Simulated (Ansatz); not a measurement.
The calculation used DFT PBE, scalar-relativistic, plane waves, PAW in Ansatz 0.2.0. All cells share a 420 eV cutoff and Γ-centred k meshes spaced at most about 0.3 Å⁻¹ (about 0.25 or finer for metals, 2π included). No spin polarisation in the final relaxations.

All energies are static (0 K, no zero-point motion). All come from trial cells, and lower structures may exist.

Question: Order these relaxed structures of Be3GeF2 by energy, lowest first, with the energy over the lowest of them.
1.

```xyz
6
Lattice="2.2922 1.3234 3.7770 -2.2922 1.3234 3.7770 0.0000 -2.6468 3.7770" Properties=species:S:1:pos:R:3 pbc="T T T"
Be   -1.1461    0.6617    1.8885
Be    1.1461    0.6617    1.8885
Be    0.0000   -1.3234    1.8885
Ge    0.0000    0.0000    5.6655
F     0.0000    0.0000    8.0398
F     0.0000    0.0000    3.2913
```

2.

```xyz
6
Lattice="3.6018 0.0000 0.0000 0.0000 3.6018 0.0000 0.0000 0.0000 5.1285" Properties=species:S:1:pos:R:3 pbc="T T T"
Be    1.8009    1.8009    2.5642
Be    0.0000    0.0000    2.5642
Be    1.8009    1.8009    0.0000
Ge    0.0000    0.0000    0.0000
F     1.8009    0.0000    2.5642
F     0.0000    1.8009    2.5642
```

Answer: 1 (0 meV/atom), 2 (242 meV/atom). Forms: 1 R-3m; 2 P4/mmm.

Cells relaxed within their symmetry can be saddle points. Some types were kept out of the candidates beforehand, so the set may lack a known form.
